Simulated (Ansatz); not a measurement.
A geometry of ScAl₃ away from equilibrium: step 3 of the relaxation of a relaxed ScAl3 cell shaken by Gaussian noise of σ = 0.08 Å a coordinate. These are PBE (plane waves to 420 eV, PAW, scalar-relativistic; Ansatz, a program for electronic structure) values and carry that method's errors. Γ-centred k-mesh 8×8×4 on the run's cell (coarser than for final values), Fermi–Dirac smearing 0.05 eV. The plane waves were selected for a different cell earlier on the path.

```yaml
crystal:
  lattice:
    - [4.92493, -0.01379, 0.07788]
    - [-2.47440, 4.27466, -0.01653]
    - [0.12919, 0.04292, 8.09701]
  atoms:
    - { symbol: Al, position: [0.99498, 0.97405, 0.99090] }
    - { symbol: Al, position: [0.31691, 0.64269, 0.14005] }
    - { symbol: Al, position: [0.64717, 0.30662, 0.18723] }
    - { symbol: Al, position: [0.70433, 0.33199, 0.86327] }
    - { symbol: Al, position: [0.37283, 0.66309, 0.81957] }
    - { symbol: Al, position: [0.98703, 0.03681, 0.51529] }
    - { symbol: Sc, position: [0.31890, 0.70244, 0.47419] }
    - { symbol: Sc, position: [0.65145, 0.37333, 0.53614] }
```

Q: Give the Cartesian forces on all atoms (eV/Å).

A: 
```
atom     Fx     Fy     Fz
----  -----  -----  -----
Al1    0.15   0.03   0.04
Al2   -0.07  -0.11  -0.56
Al3   -0.09  -0.12   0.54
Al4    0.12  -0.07   0.73
Al5    0.25  -0.01  -0.64
Al6   -0.17   0.06   0.04
Sc7    0.02   0.21  -0.64
Sc8   -0.21   0.01   0.48
```

The path ends in P-3m1 (No. 164). No spin polarisation in the result.

The end of the path is a generated cell of ScAl3: the first start was made by a random draw of sites in a space group, and the end was not matched to a known phase here, so it may be hypothetical.
